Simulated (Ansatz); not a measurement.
A relaxation computed with Ansatz, from input to last step.

```yaml
crystal:
  lattice:
    - [0.0, 2.9720364913, 2.9720364913]
    - [2.9720364913, 0.0, 2.9720364913]
    - [2.9720364913, 2.9720364913, 0.0]
  atoms:
    - { symbol: Fe, position: [0.0, 0.0, 0.0], spin: 2.99 }
    - { symbol: Fe, position: [0.25, 0.25, 0.25], spin: 2.99 }
    - { symbol: C, position: [0.625, 0.625, 0.625] }
    - { symbol: C, position: [0.125, 0.625, 0.625] }
    - { symbol: C, position: [0.625, 0.625, 0.125] }
    - { symbol: C, position: [0.625, 0.125, 0.625] }
basis:
  ecutwfc: 420
kpoints:
  mp_grid: { grid: [6, 6, 6] }
hamiltonian:
  xc: pbe
scf:
  occupations: { method: gaussian, width: 0.1 }
  lower_state_search: "off"
output:
  forces: true
  stress: true
  eigenvalues: true
  populations: true
magnetization:
  spin_polarized: true
relax:
  adjacent_minimum: "off"
  f_tol: 0.04
  max_steps: 70
  cell: { stress_tol: 0.4 }
```

```bash
ansatz run input.yaml --threads 1 --pin off --max-ram 2560MiB --backend cpu --events-out ev --progress --plain --runs-dir out
```

Level of theory: DFT PBE, scalar-relativistic, plane waves, PAW (Ansatz).

Of 4 frames 4 are shown, positions in Å and forces in eV/Å; the SCF threshold varies from step to step. Steps run on the plane waves of an earlier cell, with a Pulay correction in the pressure. The basis is chosen afresh for the last frame, the zero of the energies, and at times for earlier ones too; energy and pressure step there, also at an unchanged geometry.

```xyz
6
Lattice="0.0000 2.9720 2.9720 2.9720 0.0000 2.9720 2.9720 2.9720 0.0000" Properties=species:S:1:pos:R:3:forces:R:3 pbc="T T T" step=1 free_energy_over_end_meV_per_atom=19.12 pressure_GPa=-9.77
Fe    0.0000    0.0000    0.0000    0.0000    0.0000    0.0000
Fe    1.4860    1.4860    1.4860    0.0000    0.0000    0.0000
C     3.7150    3.7150    3.7150    0.0000    0.0000    0.0000
C     3.7150    2.2290    2.2290    0.0000    0.0000    0.0000
C     2.2290    2.2290    3.7150    0.0000    0.0000    0.0000
C     2.2290    3.7150    2.2290    0.0000    0.0000    0.0000
6
Lattice="0.0000 2.9366 2.9366 2.9366 0.0000 2.9366 2.9366 2.9366 0.0000" Properties=species:S:1:pos:R:3:forces:R:3 pbc="T T T" step=2 free_energy_over_end_meV_per_atom=4.14 pressure_GPa=-4.92
Fe    0.0000    0.0000    0.0000    0.0000    0.0000    0.0000
Fe    1.4683    1.4683    1.4683    0.0000    0.0000    0.0000
C     3.6707    3.6707    3.6707    0.0000    0.0000    0.0000
C     3.6707    2.2024    2.2024    0.0000    0.0000    0.0000
C     2.2024    2.2024    3.6707    0.0000    0.0000    0.0000
C     2.2024    3.6707    2.2024    0.0000    0.0000    0.0000
6
Lattice="0.0000 2.9024 2.9024 2.9024 0.0000 2.9024 2.9024 2.9024 0.0000" Properties=species:S:1:pos:R:3:forces:R:3 pbc="T T T" step=3 free_energy_over_end_meV_per_atom=-0.94 pressure_GPa=0.04
Fe    0.0000    0.0000    0.0000    0.0000    0.0000    0.0000
Fe    1.4512    1.4512    1.4512    0.0000    0.0000    0.0000
C     3.6280    3.6280    3.6280    0.0000    0.0000    0.0000
C     3.6280    2.1768    2.1768    0.0000    0.0000    0.0000
C     2.1768    2.1768    3.6280    0.0000    0.0000    0.0000
C     2.1768    3.6280    2.1768    0.0000    0.0000    0.0000
6
Lattice="0.0000 2.9024 2.9024 2.9024 0.0000 2.9024 2.9024 2.9024 0.0000" Properties=species:S:1:pos:R:3:forces:R:3 pbc="T T T" step=4 free_energy_over_end_meV_per_atom=0.00 pressure_GPa=-0.14
Fe    0.0000    0.0000    0.0000    0.0000    0.0000    0.0000
Fe    1.4512    1.4512    1.4512    0.0000    0.0000    0.0000
C     3.6280    3.6280    3.6280    0.0000    0.0000    0.0000
C     3.6280    2.1768    2.1768    0.0000    0.0000    0.0000
C     2.1768    2.1768    3.6280    0.0000    0.0000    0.0000
C     2.1768    3.6280    2.1768    0.0000    0.0000    0.0000
```

The start puts this composition into another compound's structure type, which needn't suit it. At the end the space group is Fd-3m (tolerance 0.05 Å).

It took 8.3 s on 1 thread of Intel(R) Xeon(R) 6975P-C (Granite Rapids), with other jobs on the host, peak memory 0.4 GiB.

The k mesh is coarse. Only parallel moments were tried here.